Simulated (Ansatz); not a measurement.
Structure relaxation, Mo

The start is a generated cell, Mo built in the simple-cubic structure type. Cell shape, volume and atoms are optimised at zero target pressure with PBE (plane waves to 420 eV, PAW, scalar-relativistic; Ansatz, a program for electronic structure). First-step values are on the input's coarse k-mesh.

Ansatz input (later rounds restart from its end on a renewed k-mesh):
Ansatz 0.2 input:
```yaml
crystal:
  lattice:
    - [2.59641, 0, 0]
    - [0, 2.59641, 0]
    - [0, 0, 2.59641]
  atoms:
    - { symbol: Mo, position: [0, 0, 0] }
basis: { ecutwfc: 420, ecutrho_ratio: 4, xc_grid: 2, fft_grid_basis: typed }
kpoints: { mp_grid: { grid: [12, 12, 12] } }
hamiltonian:
  xc: pbe
  dispersion: none
  pseudopotentials: { azcp: { folder: ./paw }, kind: paw }
scf: { occupations: { method: fermi_dirac, width: 0.05 } }
relax: { f_tol: 0.01, max_steps: 100, cell: { stress_tol: 0.02 } }
output: { forces: true, stress: true }
```

**Question.** How do the shortest distances between atoms change?

**Answer.** The closest pairs of elements (up to four, under 3.6 Å), start → end: Mo–Mo 2.60 → 2.60 Å.

**Question.** Is the relaxed structure metallic? Give its gap.

**Answer.** No gap (metallic).

**Question.** Give the final cell and atomic positions.

**Answer.** 
```cif
data_Mo
_chemical_formula_sum 'Mo1'
_space_group_name_H-M_alt 'Pm-3m'
_space_group_IT_number 221
_space_group_name_Hall '-P 4 2 3'
_cell_length_a 2.59893
_cell_length_b 2.59893
_cell_length_c 2.59893
_cell_angle_alpha 90.000
_cell_angle_beta 90.000
_cell_angle_gamma 90.000
loop_
_atom_site_label
_atom_site_type_symbol
_atom_site_symmetry_multiplicity
_atom_site_Wyckoff_symbol
_atom_site_fract_x
_atom_site_fract_y
_atom_site_fract_z
_atom_site_occupancy
Mo1 Mo 1 a 0.00000 0.00000 0.00000 1
```

The space group stays Pm-3m (No. 221) (the run could not lower it); the end is simple cubic type, with 1 atom in the primitive cell. Final values are on a 18×18×18 k-mesh of the relaxed cell. No spin polarisation in the result.

The run could not lower the symmetry of its start; a shaken copy of this end point relaxes with PBE to Im-3m (No. 229), 1.15 eV/atom lower.

The relaxed structure here is a generated cell of Mo: the first start was made by placing the elements on the sites of a structure type, and the end was not matched to a known phase here, so it may be hypothetical. Known forms of Mo include space group No. 229.
